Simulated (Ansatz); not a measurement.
TiAl₃ in space group Pmm2 (No. 25; Ti on 1b, Al on 1d, Al on 1c, Al on 1a) at seven volumes, PBEsol in the plane-wave PAW code Ansatz, shape and atoms relaxed at each. One row is withheld.

| V (Å³/atom) | P (GPa) |
|---|---|
| 14.463 | 11.88 |
| 14.940 | 7.30 |
| 15.417 | ? |
| 15.894 | 0.00 |
| 16.371 | -2.89 |
| 16.848 | -5.37 |
| 17.324 | -7.49 |

### Question
Fit the shown pressures and predict the withheld one.

### Answer
Third-order Birch–Murnaghan: P = (3/2)B₀(x^(7/2) − x^(5/2))[1 + (3/4)(B′ − 4)(x − 1)] with x = (V₀/V)^(2/3). Least squares on the six rows gives V₀ = 15.894 Å³/atom, B₀ = 103.8 GPa, B′ = 4.10. At V = 15.417, x = 1.0205 and P = 3.37 GPa. The run itself gave 3.37 GPa.

The first step of the workflow began from a Materials Project structure, measured or hypothetical; the Crystallography Open Database copy checked does not list it. With Ti and Al taken as one species the cell has the higher symmetry P6_3/mmc, so it may be an ordered model of a mixed-site phase. Its standing as an ambient phase is unchecked. The PBEsol relaxation kept the symmetry of its start; whether a distortion lowers the energy is not shown. The run is not spin-polarised.

Potentials: the later of the program's two PAW sets.
